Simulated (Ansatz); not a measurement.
# TaI3 (ReO3-type structure)

Computed with Ansatz (plane waves, PAW, 420 eV cutoff): PBE, scalar-relativistic, collinear spin, Γ-centred 6×6×3 mesh, 0.05 eV Gaussian smearing; PAW files: Ansatz's generated set soft_2.

```yaml
crystal:
  lattice:
    - [5.60815, 0.00000, 5.60815]
    - [0.00000, 5.60815, 5.60815]
    - [0.00000, 0.00000, 11.21630]
  atoms:
    - { symbol: Ta, position: [0.00000, 0.00000, 0.00000] }
    - { symbol: I, position: [0.50000, 0.00000, 0.75000] }
    - { symbol: I, position: [0.00000, 0.00000, 0.25000] }
    - { symbol: I, position: [0.00000, 0.50000, 0.75000] }
    - { symbol: Ta, position: [0.00000, 0.00000, 0.50000] }
    - { symbol: I, position: [0.50000, 0.00000, 0.25000] }
    - { symbol: I, position: [0.00000, 0.00000, 0.75000] }
    - { symbol: I, position: [0.00000, 0.50000, 0.25000] }
```

The cell came from substitution into a structure type; whether the compound takes it is for experiment to say. The ideal cubic cell shuts out tilts of the octahedra, which such structures often take.

Magnetic state: antiferromagnetic, site spin moments Ta 0.87, -0.87 μB.

The geometry was relaxed with PBE and stays fixed; the gap of the first row includes a band path, the others are on their meshes. A negative pressure means that the level wants a smaller cell.

| level | k-mesh | gap (eV) | P (GPa) | largest spin moment (μB) | rough cost (core-min) |
| --- | --- | --- | --- | --- | --- |
| PBE | 6×6×3 | metal | 0.0 | 0.87 | – |

One more run on this cell gave a gap of zero (metallic), a pressure of -1.8 GPa, a largest spin moment of 0.80 μB. Which level was it?
A. PBEsol (6×6×3)
B. LDA (6×6×3)
C. r²SCAN (6×6×3, 500 eV)

A.

One more run on this cell gave a gap of zero (metallic), a pressure of -3.0 GPa, a largest spin moment of 0.62 μB. Which level was it?
A. PBEsol (6×6×3)
B. LDA (6×6×3)
C. r²SCAN (6×6×3, 500 eV)

B.

The levels offered and not asked for:
| level | k-mesh | gap (eV) | P (GPa) | largest spin moment (μB) | rough cost (core-min) |
| --- | --- | --- | --- | --- | --- |
| r²SCAN | 6×6×3, 500 eV | metal | 0.1 | 1.16 | 4 |

**Reading the ladder.**

To first order a pressure P at this geometry moves the equilibrium volume by ΔV/V ≈ P/B0, with B0 = 35 GPa from PBE's equation of state: PBEsol −1.80/34.6 = −5.2 %, about 41.8 Å³/atom; LDA −3.01/34.6 = −8.7 %, about 40.3 Å³/atom (from 44.10). These are estimates, not relaxations, and those over 6 % overshoot where the cell shrinks, since it stiffens.

The pressures rise from LDA over PBEsol to PBE. The gradient terms favour an uneven density and so weaken the binding; PBEsol's are smaller than PBE's, and LDA has none.

No row holds spin–orbit coupling, which matters for elements this heavy.

The run wasn't fully tested for a lower electronic state. Compounds of this kind are often insulators, so the metal found may come from the functional, which lacks a U or exact exchange, or from the structure.

Levels after the first row that show no cost went on from its state.

Pressures are a third of the stress tensor's trace; costs are rough, on shared cores (Arm Neoverse V2).
